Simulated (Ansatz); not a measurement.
The relaxed structure here is a generated cell of AlCu: the first start was made by placing the elements on the sites of a structure type, and the end was not matched to a known phase here, so it may be hypothetical.

A relaxed cell of AlCu (Fm-3m (No. 225)), relaxed on a k-mesh at least as fine as the one used below. All values below come from PBEsol (plane waves to 420 eV, PAW, scalar-relativistic; Ansatz, a quantum-chemistry and plane-wave program). Γ-centred k-mesh 11×11×11 on the run's cell (coarser than for final values), Fermi–Dirac smearing 0.05 eV.

```
AlCu
1.0
    0.00000     4.98262     4.98262
    2.49131     2.49131     4.98262
    2.49131     2.49131     0.00000
Cu Al
2 2
Direct
  0.00000   0.00000   0.00000
  0.50000   0.00000   0.00000
  0.00000   0.50000   0.50000
  0.50000   0.50000   0.50000
```

The atoms are displaced along an unstable phonon of this cell by (Å):

| atom | ux | uy | uz |
|---|---|---|---|
| Cu1 | 0.000 | 0.000 | -0.102 |
| Cu2 | 0.000 | 0.000 | 0.102 |
| Al3 | 0.000 | 0.000 | -0.150 |
| Al4 | 0.000 | 0.000 | 0.150 |

What forces (eV/Å) and pressure result?


| atom | Fx | Fy | Fz |
|---|---|---|---|
| Cu1 | 0.00 | 0.00 | -0.83 |
| Cu2 | 0.00 | 0.00 | 0.83 |
| Al3 | 0.00 | 0.00 | -0.41 |
| Al4 | 0.00 | 0.00 | 0.41 |

Pressure -1.2 GPa.

Estimate the energy cost of the displacement in the harmonic approximation and compare with the calculation.

For a harmonic well ΔE = −½ Σ F·u = -0.147 eV a cell, or -37 meV/atom. The calculated energy relative to the undisplaced cell is -0.04 eV/atom, so the harmonic estimate holds well.

The undisplaced cell is probably no minimum: from this displacement the run went on to P4/nmm (No. 129), 0.40 eV/atom below it.

No spin polarisation in the result.
